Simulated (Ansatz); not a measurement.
YbSi$_{2}$:
```
YbSi2
1.0
   -2.04110     2.04110     6.76371
    2.04110    -2.04110     6.76371
    2.04110     2.04110    -6.76371
Yb Si
2 4
Direct
  0.25000   0.75000   0.50000
  0.50000   0.50000   0.00000
  0.08404   0.08404   0.00000
  0.83404   0.33404   0.50000
  0.66596   0.16596   0.50000
  0.91596   0.91596   0.00000
```

Relaxed with r²SCAN. Special points in fractions of this cell's reciprocal vectors: Γ (0.000, 0.000, 0.000); X (0.000, 0.000, 0.500); P (0.250, 0.250, 0.250); N (0.000, 0.500, 0.000); M (0.500, 0.500, -0.500); S (0.273, 0.727, -0.273); S0 (-0.273, 0.273, 0.273); R (-0.046, 0.046, 0.500); G (0.500, 0.500, -0.046).

Q: List the band energies nearest the Fermi level at these points for r²SCAN in the plane-wave PAW code Ansatz.

A: In eV from the Fermi level; about four levels below and three above (degenerate sets whole), none deeper than 8.9 eV; points with the same levels are listed once.

```json
[
 {"k": "Γ", "below": "-0.48 -0.48 -0.29 -0.07", "above": "0.98 1.54 2.54"},
 {"k": "X", "below": "-0.56 -0.56 -0.55 -0.55", "above": "1.35 1.35 2.64 2.64"},
 {"k": "P", "below": "-0.56 -0.56 -0.55 -0.55", "above": "1.00 1.00 3.67 3.67"},
 {"k": "N", "below": "-0.36 -0.28 -0.03 -0.02", "above": "1.73 2.67 3.64 3.64"},
 {"k": "M", "below": "-0.54 -0.54 -0.48 -0.48", "above": "1.14 1.14 2.05 2.05"},
 {"k": "S", "below": "-0.52 -0.50 -0.27 -0.17", "above": "1.07 2.12 2.49"},
 {"k": "R", "below": "-0.56 -0.56 -0.55 -0.55", "above": "1.28 1.28 2.76 2.76"}
]
```

Space group I4_1/amd. The first step of the workflow began from a Materials Project structure, measured or hypothetical; the Crystallography Open Database copy checked does not list it. COD files the formula under space group No. 191. Whether it is the stable phase at ambient conditions was not checked. Symmetry was held in the r²SCAN relaxation; its stability against distortions is not shown here. No spin polarisation was allowed. The 4f shell is in the valence. No Hubbard U is applied. Scalar-relativistic: spin–orbit coupling is off unless named, which matters more the heavier the elements.

Potentials: the later of the program's two PAW sets.
